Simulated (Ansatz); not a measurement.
SiRu in space group P2_13 (No. 198; Si on 4a, Ru on 4a) under volume change, plane-wave PAW r²SCAN (Ansatz code), shape and atoms relaxed at each volume.

| V (Å³/atom) | E − E(relaxed) (meV/atom) | P (GPa) |
|---|---|---|
| 11.858 | 89.7 | 27.07 |
| 12.249 | … | … |
| 12.640 | 8.7 | 7.38 |
| 13.031 | 0.0 | 0.00 |
| 13.422 | 7.6 | -6.02 |
| 13.813 | … | … |
| 14.204 | 60.6 | -15.09 |

Some entries are withheld; supply them.


- 12.249, E − E(relaxed) (meV/atom): 37.2
- 12.249, P (GPa): 16.34
- 13.813, E − E(relaxed) (meV/atom): 28.6
- 13.813, P (GPa): -11.01

What does a third-order Birch–Murnaghan fit give for V₀, B₀ and B′?

V₀ = 13.03 Å³/atom, B₀ = 222 GPa, B′ = 5.4.

Symmetry was held in the r²SCAN relaxation. No spin polarisation was allowed.

Potentials: the earlier of the program's two PAW sets.
